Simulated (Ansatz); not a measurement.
AgI (wurtzite)

```
CELL_PARAMETERS angstrom
      4.68522     0.00000     0.00000
     -2.34261     4.05752     0.00000
      0.00000     0.00000     7.66214
ATOMIC_POSITIONS crystal
  Ag 0.66667 0.33333 0.00005
  Ag 0.33333 0.66667 0.50005
  I  0.66667 0.33333 0.62515
  I  0.33333 0.66667 0.12515
```

The slice is a (1 -1 0 0) plane (indices of the conventional cell) through the point (0.333, 0.667, 0.125) (fractional), spanned by u = [110] and v = [001] in vectors of this cell: u (4.69 Å) and v (7.66 Å, at 90° to u). It covers one period; positions are fractions (u, v).

These are PBE (plane waves to 420 eV, PAW, scalar-relativistic; Ansatz, a first-principles code) values and carry that method's errors. k mesh 8×8×5. These are valence fields of a PAW run, semicore shells included where kept as valence: close to a nucleus they are smooth pseudo fields. AgI was relaxed with its symmetry unable to fall. Spin-orbit coupling is left out, though I is heavy.

Three fields on this plane, each scaled to ten steps between its own extremes (0 low, 9 high; the total valence density on a logarithmic scale, the potential cut 8 eV below its top; x marks points blanked near nuclei; v = 0 in the bottom row):

Map A
```
|xxx1777771xx|
|xx057666750x|
|005777677750|
|778887778887|
|999998889999|
|999999999999|
|999999899999|
|899987778999|
|668876567886|
|x04775457740|
|xxx5765675xx|
|xxx3777773xx|
|xxx3788873xx|
|xxx5899985xx|
|x04799999740|
|457899999875|
|005899999850|
|xx058999850x|
|xxx1799971xx|
|xxx0788870xx|
```

Map B
```
|xxx9655569xx|
|xx986666689x|
|987656665678|
|665445554456|
|332233433223|
|001123332110|
|111234443211|
|333345654333|
|665567776556|
|x97667776679|
|xxx7677767xx|
|xxx8666668xx|
|xxx8544458xx|
|xxx6432346xx|
|x97531113579|
|876420002467|
|997531013579|
|xx974212479x|
|xxx8633368xx|
|xxx9654569xx|
```

Map C
```
|xxx9411149xx|
|xx982121289x|
|999511211599|
|875211211257|
|220001110002|
|000001110000|
|000024442000|
|100257875200|
|221269996212|
|x32269996223|
|xxx1489841xx|
|xxx2268622xx|
|xxx2134312xx|
|xxx2111112xx|
|x22100000122|
|332100000123|
|999620002699|
|xx995000599x|
|xxx9610169xx|
|xxx9611169xx|
```

### Question
Assign the maps to these fields: electron localisation function (ELF); valence electron density; electrostatic potential energy of an electron, from the cell's mean.

### Answer
A is the electrostatic potential energy of an electron, from the cell's mean; B is the valence electron density; C is the electron localisation function (ELF).
